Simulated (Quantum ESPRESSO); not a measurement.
Computed NMR tensors in AlP

```
CELL_PARAMETERS angstrom
      0.00000     2.73649     2.73649
      2.73649     0.00000     2.73649
      2.73649     2.73649     0.00000
ATOMIC_POSITIONS crystal
  Al 0.00000 0.00000 0.00000
  P  0.75000 0.75000 0.75000
```
The geometry is a computed Materials Project entry, not a measured one. It is AlP in F-43m. Stability against distortions was not tested.

These are absolute shieldings with no macroscopic susceptibility term; δ = σ_ref − σ needs a reference computed alike. By our sweeps, such settings leave a few ppm in absolute σ. No d partial waves on Al, P: the paramagnetic term there is incompletely reconstructed.

**Question.** What do the calculations give at each independent site (shieldings by GIPAW with PBE in a modified build of Quantum ESPRESSO, on JTH PAW datasets, 20 Ha, k-mesh 8×8×8 shifted, f-sum rule met within 0.005 %)?

**Answer.** 
```tsv
site	site symmetry	σ_iso (ppm)
Al (atom 1)	-43m	414
P (atom 2)	-43m	471
```
